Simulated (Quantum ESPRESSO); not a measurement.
# Zr2TaO5F3: one run as intended and one with a planted mistake

A calculation, not a measurement. The program is pw.x of Quantum ESPRESSO 7.5 (plane-wave density functional theory). The cell is made up: 11 atoms on a rutile lattice with one site empty, with randomly drawn elements, strain and displacements, not relaxed. PseudoDojo standard norm-conserving files (v0.5 for PBE, v0.4.1 for LDA and PBEsol) set the functional; there is no spin polarisation, spin-orbit coupling or dispersion term, and the masses in the input are unused placeholders.

Intended input:

```
&control calculation='scf', pseudo_dir='./dojo.nc.sr.pbe.v0_5.standard.upf', outdir='./o', disk_io='low', tprnfor=.true., tstress=.true. /
&system ibrav=0, nat=11, ntyp=4, nbnd=50, ecutwfc=84.00895049, nosym=.true., tot_charge=0,
 occupations='smearing', smearing='fd', degauss=0.0018374661
/
&electrons conv_thr=7.350e-09, electron_maxstep=60, /
ATOMIC_SPECIES
F 1.0 F.upf
O 1.0 O.upf
Ta 1.0 Ta.upf
Zr 1.0 Zr.upf
CELL_PARAMETERS angstrom
4.8752 0.033 -0.0171
0.033 4.8772 0.0136
-0.0229 0.0182 6.5126
ATOMIC_POSITIONS angstrom
Zr 0.0744 0.0862 -0.0498
Ta -0.0664 0.0515 3.1976
Zr 2.5284 2.3517 4.869
O 1.4672 1.5877 -0.0591
O 3.4213 3.3224 -0.1883
F 3.8443 1.0622 1.6091
O 1.0494 4.0265 1.5855
O 1.4227 1.5914 3.2358
O 3.4425 3.3546 3.3025
F 3.9137 0.9647 4.8726
F 0.896 3.9015 4.8216
K_POINTS automatic
5 5 4 1 1 1
```

The log is shortened where brackets say so; the opening notice, blank lines, dates and the lines on written files are dropped, and the path of the files is cut. It prints rydbergs, bohrs and kilobars, and counts compression as positive stress. Where no state is partly filled, the Fermi energy that it prints is only some level between the filled and the empty states on the mesh, and need not lie in the true gap.

Log of the intended run:

```
     Program PWSCF v.7.5
     Parallel version (MPI & OpenMP), running on       4 processor cores
     Number of MPI processes:                 4
     Threads/MPI process:                     1
     [start-up lines left out]
     bravais-lattice index     =            0
     lattice parameter (alat)  =       9.2131  a.u.
     unit-cell volume          =    1044.9255 (a.u.)^3
     number of atoms/cell      =           11
     number of atomic types    =            4
     number of electrons       =        88.00
     number of Kohn-Sham states=           50
     kinetic-energy cutoff     =      84.0090  Ry
     charge density cutoff     =     336.0358  Ry
     scf convergence threshold =      7.3E-09
     mixing beta               =       0.7000
     number of iterations used =            8  plain     mixing
     Exchange-correlation= PBE
                           (   1   4   3   4   0   0   0)
     [axes and pseudopotential details left out]
   Cartesian axes
     site n.     atom                  positions (alat units)
         1        Zr     tau(   1) = (   0.0152605   0.0176808  -0.0102147  )
         2        Ta     tau(   2) = (  -0.0136196   0.0105634   0.6558720  )
         3        Zr     tau(   3) = (   0.5186098   0.4823662   0.9986992  )
         4        O      tau(   4) = (   0.3009430   0.3256592  -0.0121222  )
         5        O      tau(   5) = (   0.7017559   0.6814702  -0.0386229  )
         6        F      tau(   6) = (   0.7885191   0.2178719   0.3300487  )
         7        O      tau(   7) = (   0.2152465   0.8258908   0.3252080  )
         8        O      tau(   8) = (   0.2918154   0.3264181   0.6637073  )
         9        O      tau(   9) = (   0.7061044   0.6880749   0.6773884  )
        10        F      tau(  10) = (   0.8027540   0.1978733   0.9994376  )
        11        F      tau(  11) = (   0.1837820   0.8002516   0.9889768  )
     number of k points=    50  Fermi-Dirac smearing, width (Ry)=  0.0018
                       cart. coord. in units 2pi/alat
        k(    1) = (   0.0996611   0.0990264   0.0936489), wk =   0.0400000
        k(    2) = (   0.1003211   0.0985001   0.2808030), wk =   0.0400000
     [further k points left out]
     Dense  grid:   108679 G-vectors     FFT dimensions: (  54,  54,  72)
     Estimated max dynamical RAM per process >     306.52 MB
     Estimated total dynamical RAM >       1.12 GB
     Initial potential from superposition of free atoms
     starting charge      87.9943, renormalised to      88.0000
     Starting wfcs are   62 randomized atomic wfcs
     total cpu time spent up to now is        7.1 secs
     per-process dynamical memory:   238.7 Mb
     Self-consistent Calculation
     iteration #  1     ecut=    84.01 Ry     beta= 0.70
     Davidson diagonalization with overlap
     ethr =  1.00E-02,  avg # of iterations =  2.0
     total cpu time spent up to now is       18.6 secs
     total energy              =    -643.84364225 Ry
     estimated scf accuracy    <       5.19941340 Ry
     iteration #  2     ecut=    84.01 Ry     beta= 0.70
     Davidson diagonalization with overlap
     ethr =  5.91E-03,  avg # of iterations =  6.8
     total cpu time spent up to now is       38.9 secs
     total energy              =    -638.25494082 Ry
     estimated scf accuracy    <      63.69395014 Ry
     [iterations 3 to 16 left out]
     iteration # 17     ecut=    84.01 Ry     beta= 0.70
     Davidson diagonalization with overlap
     ethr =  9.43E-11,  avg # of iterations =  5.0
     total cpu time spent up to now is      247.7 secs
     total energy              =    -646.76095927 Ry
     estimated scf accuracy    <       0.00000005 Ry
     iteration # 18     ecut=    84.01 Ry     beta= 0.70
     Davidson diagonalization with overlap
     ethr =  5.98E-11,  avg # of iterations =  2.7
     total cpu time spent up to now is      259.9 secs
     End of self-consistent calculation
     [lines on levels left out]
     the Fermi energy is     7.5246 ev
!    total energy              =    -646.76095927 Ry
     estimated scf accuracy    <          5.0E-09 Ry
     smearing contrib. (-TS)   =      -0.00000000 Ry
     internal energy E=F+TS    =    -646.76095927 Ry
     The total energy is F=E-TS. E is the sum of the following terms:
     one-electron contribution =    -251.03400248 Ry
     hartree contribution      =     165.96066116 Ry
     xc contribution           =    -144.04756475 Ry
     ewald contribution        =    -417.64005320 Ry
     convergence has been achieved in  18 iterations
     Forces acting on atoms (cartesian axes, Ry/au):
     atom    1 type  4   force =     0.08308246   -0.06614570    0.25259117
     atom    2 type  3   force =     0.10924661   -0.08873246   -0.30686809
     atom    3 type  4   force =    -0.09096375    0.11831710    0.03562019
     atom    4 type  2   force =    -0.07311725   -0.08731763   -0.06796648
     atom    5 type  2   force =     0.06357804    0.07878129   -0.04776923
     atom    6 type  1   force =     0.03910613   -0.04925622    0.03988154
     atom    7 type  2   force =    -0.14138705    0.11114528    0.08938733
     atom    8 type  2   force =    -0.12660726   -0.13877468    0.05648352
     atom    9 type  2   force =     0.11079560    0.14086536    0.02981128
     atom   10 type  1   force =     0.03255188   -0.05225420   -0.05362210
     atom   11 type  1   force =    -0.00628542    0.03337185   -0.02754913
     Total force =     0.607175     Total SCF correction =     0.000133
     Computing stress (Cartesian axis) and pressure
          total   stress  (Ry/bohr**3)                   (kbar)     P=      -69.92
  -0.00051435  -0.00110786   0.00016833          -75.66     -162.97       24.76
  -0.00110786  -0.00073683  -0.00008694         -162.97     -108.39      -12.79
   0.00016833  -0.00008694  -0.00017466           24.76      -12.79      -25.69
     init_run     :      6.49s CPU      6.92s WALL (       1 calls)
     electrons    :    251.11s CPU    252.88s WALL (       1 calls)
     forces       :      2.70s CPU      2.76s WALL (       1 calls)
     stress       :      9.03s CPU      9.36s WALL (       1 calls)
     [timing details left out]
     PWSCF        :   4m29.53s CPU   4m32.24s WALL
     JOB DONE.
```

A second run has one planted mistake: the cell has the wrong charge. The input lines that differ, file-writing options aside:

```
- &system ibrav=0, nat=11, ntyp=4, nbnd=50, ecutwfc=84.00895049, nosym=.true., tot_charge=0,
+ &system ibrav=0, nat=11, ntyp=4, nbnd=50, ecutwfc=84.00895049, nosym=.true., tot_charge=1,
```

Its log:

```
     Program PWSCF v.7.5
     Parallel version (MPI & OpenMP), running on       4 processor cores
     Number of MPI processes:                 4
     Threads/MPI process:                     1
     [start-up lines left out]
     bravais-lattice index     =            0
     lattice parameter (alat)  =       9.2131  a.u.
     unit-cell volume          =    1044.9255 (a.u.)^3
     number of atoms/cell      =           11
     number of atomic types    =            4
     number of electrons       =        87.00
     number of Kohn-Sham states=           50
     kinetic-energy cutoff     =      84.0090  Ry
     charge density cutoff     =     336.0358  Ry
     scf convergence threshold =      7.3E-09
     mixing beta               =       0.7000
     number of iterations used =            8  plain     mixing
     Exchange-correlation= PBE
                           (   1   4   3   4   0   0   0)
     [axes and pseudopotential details left out]
   Cartesian axes
     site n.     atom                  positions (alat units)
         1        Zr     tau(   1) = (   0.0152605   0.0176808  -0.0102147  )
         2        Ta     tau(   2) = (  -0.0136196   0.0105634   0.6558720  )
         3        Zr     tau(   3) = (   0.5186098   0.4823662   0.9986992  )
         4        O      tau(   4) = (   0.3009430   0.3256592  -0.0121222  )
         5        O      tau(   5) = (   0.7017559   0.6814702  -0.0386229  )
         6        F      tau(   6) = (   0.7885191   0.2178719   0.3300487  )
         7        O      tau(   7) = (   0.2152465   0.8258908   0.3252080  )
         8        O      tau(   8) = (   0.2918154   0.3264181   0.6637073  )
         9        O      tau(   9) = (   0.7061044   0.6880749   0.6773884  )
        10        F      tau(  10) = (   0.8027540   0.1978733   0.9994376  )
        11        F      tau(  11) = (   0.1837820   0.8002516   0.9889768  )
     number of k points=    50  Fermi-Dirac smearing, width (Ry)=  0.0018
                       cart. coord. in units 2pi/alat
        k(    1) = (   0.0996611   0.0990264   0.0936489), wk =   0.0400000
        k(    2) = (   0.1003211   0.0985001   0.2808030), wk =   0.0400000
     [further k points left out]
     Dense  grid:   108679 G-vectors     FFT dimensions: (  54,  54,  72)
     Estimated max dynamical RAM per process >     306.52 MB
     Estimated total dynamical RAM >       1.12 GB
     Initial potential from superposition of free atoms
     starting charge      87.9943, renormalised to      87.0000
     Starting wfcs are   62 randomized atomic wfcs
     total cpu time spent up to now is       12.8 secs
     per-process dynamical memory:   238.6 Mb
     Self-consistent Calculation
     iteration #  1     ecut=    84.01 Ry     beta= 0.70
     Davidson diagonalization with overlap
     ethr =  1.00E-02,  avg # of iterations =  2.0
     total cpu time spent up to now is       39.1 secs
     total energy              =    -644.62457581 Ry
     estimated scf accuracy    <       4.77114301 Ry
     iteration #  2     ecut=    84.01 Ry     beta= 0.70
     Davidson diagonalization with overlap
     ethr =  5.48E-03,  avg # of iterations =  6.1
     total cpu time spent up to now is       84.2 secs
     total energy              =    -639.77085392 Ry
     estimated scf accuracy    <      53.29778535 Ry
     [iterations 3 to 20 left out]
     iteration # 21     ecut=    84.01 Ry     beta= 0.70
     Davidson diagonalization with overlap
     ethr =  9.29E-11,  avg # of iterations =  2.1
     total cpu time spent up to now is      604.0 secs
     total energy              =    -647.23937321 Ry
     estimated scf accuracy    <       0.00000003 Ry
     iteration # 22     ecut=    84.01 Ry     beta= 0.70
     Davidson diagonalization with overlap
     ethr =  3.34E-11,  avg # of iterations =  3.3
     total cpu time spent up to now is      624.4 secs
     End of self-consistent calculation
     [lines on levels left out]
     the Fermi energy is     6.2332 ev
!    total energy              =    -647.23937321 Ry
     estimated scf accuracy    <          3.4E-09 Ry
     smearing contrib. (-TS)   =      -0.00151366 Ry
     internal energy E=F+TS    =    -647.23785955 Ry
     The total energy is F=E-TS. E is the sum of the following terms:
     one-electron contribution =    -251.46657443 Ry
     hartree contribution      =     164.92280897 Ry
     xc contribution           =    -143.05404089 Ry
     ewald contribution        =    -417.64005320 Ry
     convergence has been achieved in  22 iterations
     Forces acting on atoms (cartesian axes, Ry/au):
     atom    1 type  4   force =     0.08398164   -0.05216801    0.24172322
     atom    2 type  3   force =     0.09834770   -0.07394209   -0.29580243
     atom    3 type  4   force =    -0.10876025    0.10304396   -0.00288353
     atom    4 type  2   force =    -0.06126699   -0.07252759   -0.05271743
     atom    5 type  2   force =     0.05747594    0.07098617   -0.02547049
     atom    6 type  1   force =     0.04361994   -0.05392852    0.04114673
     atom    7 type  2   force =    -0.12547368    0.09830849    0.08482668
     atom    8 type  2   force =    -0.11719841   -0.13200809    0.05269040
     atom    9 type  2   force =     0.10491201    0.13122823    0.03361664
     atom   10 type  1   force =     0.03371273   -0.05307464   -0.05213757
     atom   11 type  1   force =    -0.00935064    0.03408210   -0.02499220
     Total force =     0.570115     Total SCF correction =     0.000172
     Computing stress (Cartesian axis) and pressure
          total   stress  (Ry/bohr**3)                   (kbar)     P=     -198.52
  -0.00138312  -0.00103023   0.00018080         -203.46     -151.55       26.60
  -0.00103023  -0.00158263  -0.00005117         -151.55     -232.81       -7.53
   0.00018080  -0.00005117  -0.00108274           26.60       -7.53     -159.28
     init_run     :      8.52s CPU      9.16s WALL (       1 calls)
     electrons    :    606.96s CPU    611.67s WALL (       1 calls)
     forces       :      3.48s CPU      3.56s WALL (       1 calls)
     stress       :     11.90s CPU     12.35s WALL (       1 calls)
     [timing details left out]
     PWSCF        :  10m34.60s CPU  10m40.72s WALL
     JOB DONE.
```

|  | intended run | run with the mistake |
| --- | --- | --- |
| free energy (eV) | -8799.631 | -8806.140 |
| smearing term -TS (eV) | 0.0000 | -0.0206 |
| pressure (GPa) | -6.99 | -19.85 |
| largest force component (eV/Å) | 7.890 | 7.605 |
| largest change of a force component (eV/Å) |  | 0.990 |
| iterations | 18 | 22 |

For scale, a rerun of the intended cell at 1467 eV and a 7 x 7 x 6 mesh moved values by no more than 0.004 eV in energy, 0.03 GPa in stress and 0.003 eV/Å in force. The charged cell sits in a uniform background, so its energy and stress rest on the program's zero of potential.